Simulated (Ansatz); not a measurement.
# Kick test of a cell of NaTa3O3

The structure comes from a proposed guess, relaxed at this level; another structure or a mixture of phases may lie lower.

The calculation used DFT PBE, scalar-relativistic, plane waves, PAW (Ansatz 0.2.0). Settings: cutoff 420 eV, Γ-centred mesh 12×12×4 on the computed 7-atom cell, Gaussian smearing of 0.10 eV; no spin polarisation.

The cell below (7 atoms, space group P3m1 (No. 156)) is relaxed within its symmetry.

```cif
data_structure
_symmetry_space_group_name_H-M 'P 1'
_symmetry_Int_Tables_number 1
_cell_length_a 2.9263
_cell_length_b 2.9263
_cell_length_c 11.8479
_cell_angle_alpha 90.000
_cell_angle_beta 90.000
_cell_angle_gamma 120.000
_cell_volume 87.87
loop_
_atom_site_label
_atom_site_type_symbol
_atom_site_fract_x
_atom_site_fract_y
_atom_site_fract_z
_atom_site_occupancy
Na1 Na 0.00000 0.00000 0.99501 1
Ta1 Ta 0.66667 0.33333 0.45922 1
Ta2 Ta 0.00000 0.00000 0.73486 1
Ta3 Ta 0.00000 0.00000 0.24676 1
O1 O 0.33333 0.66667 0.62104 1
O2 O 0.33333 0.66667 0.84659 1
O3 O 0.66667 0.33333 0.13052 1
```

For the test it was strained at random (σ = 1.5 % a component), the atoms were moved at random (σ = 0.10 Å), and all was relaxed again on a coarse 12×12×2 mesh (in the run’s order of axes) with 0.20 eV smearing, with no symmetry imposed.

Spin–orbit coupling, which can matter for Ta, is left out.

Problem. Does it come back?

Solution. It doesn't return. The energy falls by 113 meV/atom on that mesh, the volume changes by 2.6 %, and the end has space group Cm (No. 8) at a loose tolerance. Relaxed again on a 12×12×4 mesh with 0.10 eV smearing, the new structure lies 113 meV/atom below the first (mesh in the axes of the run's cell; the cell below is made exact in the group named). Space group Cm (No. 8), monoclinic, a = 5.079 Å, b = 2.972 Å, c = 11.957 Å, β = 93.7°. Na is surrounded by 6 O at 2.37–2.42 Å, 6 Na at 2.94–2.97 Å and 2 Ta at 3.00–3.04 Å; Ta on its first site is surrounded by 1 O at 2.16 Å and 8 Ta at 2.86–2.97 Å; around Ta on its second site lie 6 O at 2.14–2.16 Å, 6 Ta at 2.94–2.97 Å and 1 Na at 3.04 Å; O on its first site has 4 Ta at 2.14–2.16 Å and 1 O at 2.62 Å; 3 more sites not described.

```
Na Ta O
1.0
     2.53955   -1.48578    0.00000
     2.53955    1.48578    0.00000
    -0.76319    0.00000   11.93299
Na Ta O
1 3 3
Direct
  0.97069 0.97069 0.99297
  0.56067 0.56067 0.44898
  0.93033 0.93033 0.73803
  0.01723 0.01723 0.24440
  0.57865 0.57865 0.62971
  0.61333 0.61333 0.84934
  0.32748 0.32748 0.13058
```
